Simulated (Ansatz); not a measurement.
An Ansatz input:

```yaml
crystal:
  lattice:
    - [3.8884201418, 0.0, 0.0]
    - [-1.9442100709, 3.3674706234, 0.0]
    - [0.0, 0.0, 4.4032808466]
  atoms:
    - { symbol: Te, position: [0.3333333333, 0.6666666667, 0.25] }
    - { symbol: Te, position: [0.6666666667, 0.3333333333, 0.75] }
hamiltonian:
  xc: lda
  pseudopotentials:
    kind: paw
    azcp:
      Te: "pseudopotentials/Te.paw.azcp"
basis:
  ecutwfc: 420
  fft_grid_basis: typed
kpoints:
  mp_grid: { grid: [11, 11, 8], shift: [0, 0, 0] }
magnetization:
  spin_polarized: false
scf:
  occupations: { method: fermi_dirac, width: 0.1 }
  lower_state_search: "off"
output:
  stress: true
```

and its output:

```
Warning: the record states the generating functional pbe (its physics header spells it `PBE`), which answers neither for hamiltonian.xc's functional nor for the lda family's — results may be inconsistent (PPs are generated against a specific XC)
Engine: ansatz 0.2.0, aarch64-unknown-linux-gnu
Pseudopotentials: kind: paw
Pseudopotential: Te, paw, valence charge 16, recommended cutoff 420 eV (normal) 
Functional definition: SPW92
  exchange = slater_x
  correlation = pw_c
Crystal: 2 atoms, lattice volume = 57.657 Å³
Basis set: ecut = 420 eV, 1155 PW (Γ)
Bands: 20, of which v1, the nominal top of the filled ones, is band 16 counted from 1 (15 counted from 0)
Symmetry: 24 space group operations
Space group: P63/mmc (ITA 194), of the structure as read, at distance tolerance 3.9e-5 Å
k-points: 80 of 968
Non-local potential: Te, projectors of the file, l = 0: 2, l = 1: 2, l = 2: 2, l = 3: 2
PAW form: soft (Blöchl's): semilocal exchange-correlation on the pseudo side does not see the compensation charge
PAW frozen core: Te, regenerated for the run's functional, and the local potential with it (the file was generated under x = pbe(κ = 0.804, μ = 0.2195149727645171), c = pbe(β = 0.06672455060314922))
PAW one-centre angular grid: Te, 590 points (default); XC on 64 Gauss nodes
Initial density: superposition of atomic densities (neutral atoms: chi_scale 0, normalization atom), corrected by the library's trained network
Initial wavefunctions: pseudopotential atomic-orbital guess
Functional: x = slater, c = lda
SCF iter   1: F=—  HF=-13654.157016 eV  |F-HF|=—  |Δ(HF+E_count)|=         —  Δρ=5.18e-3  dr2=6.31e-3  ethr=1.77e-3  ⟨swp⟩=5.7  Hψ=7890  notcnv=0
SCF iter   2: F=—  HF=-13654.153940 eV  |F-HF|=—  |Δ(HF+E_count)|=   3.08e-3  Δρ=2.86e-3  dr2=2.23e-3  ethr=1.97e-5  ⟨swp⟩=1.9  Hψ=2381  notcnv=0
SCF iter   3: F=—  HF=-13654.153460 eV  |F-HF|=—  |Δ(HF+E_count)|=   4.81e-4  Δρ=4.32e-4  dr2=1.51e-4  ethr=6.98e-6  ⟨swp⟩=2.1  Hψ=2880  notcnv=0
SCF iter   4: F=—  HF=-13654.153411 eV  |F-HF|=—  |Δ(HF+E_count)|=   4.84e-5  Δρ=1.21e-4  dr2=7.76e-6  ethr=4.73e-7  ⟨swp⟩=2.0  Hψ=2890  notcnv=0
SCF iter   5: F=—  HF=-13654.153399 eV  |F-HF|=—  |Δ(HF+E_count)|=   1.26e-5  Δρ=4.57e-5  dr2=1.74e-6  ethr=2.42e-8  ⟨swp⟩=2.0  Hψ=2932  notcnv=0
SCF iter   6: F=—  HF=-13654.153398 eV  |F-HF|=—  |Δ(HF+E_count)|=   3.38e-7  Δρ=1.21e-5  dr2=1.57e-7  ethr=5.43e-9  ⟨swp⟩=3.0  Hψ=3024  notcnv=0
SCF iter   7: F=-13654.153398 eV  HF=-13654.153398 eV  |F-HF|=1.03e-8  |Δ(HF+E_count)|=   1.54e-8  Δρ=4.15e-6  dr2=1.43e-8  ethr=3.13e-10  ⟨swp⟩=4.8  Hψ=5105  notcnv=0
SCF 1 converged in 7 iterations: F = -13654.153398 eV  dr2 = 1.43e-8
SCF converged after 7 iterations
Free energy (F): -13654.153398 eV
Harris-Foulkes:  -13654.153398 eV  (|F-HF|=1.03e-8)
Internal energy: -13654.117601 eV  (E = F + TS)
E sigma→0 (E₀):  -13654.135499 eV
Entropy (-TS):   -0.035798 eV (-17.899 meV/atom)
Fermi energy:    10.902638 eV
--- Per-component energies (eV) ---
  E_band       = -466.408078
  E_kinetic    = 364.358834
  E_local      = -2175.242004  (includes V_loc(G=0)·N_el)
  E_nonlocal   = -609.992898
  E_hartree    = 1464.459530
  E_xc         = -248.543502
  E_vxc        = -210.723245  (∫ρ·V_xc dr)
  E_paw        = -9019.200153  (= ΣΔE_a)
  E_vpaw       = -763.732257  (= ΣTr[D̂ρ^β])
  E_aug_tail   = -0.000343  (compensation charges beyond the density's cutoff)
  E_ewald      = -3431.314386
  E_core_change = 1.357322  (= ΣΔE_core)
  E_smearing   = -0.035798  (= −TS)
  E_closure    = 0.000000  (closes the sum)
  Σ components = -13654.153398   (vs F -13654.153398, Δ=0.00e0)
--- Stress (GPa, compression-positive) ---
        0.226413      -0.000000       0.000000
        0.000000       0.226413       0.000000
        0.000000       0.000000      -0.519488
  P = ⅓ Tr σ = -0.0222 GPa (-0.222 kbar)
```
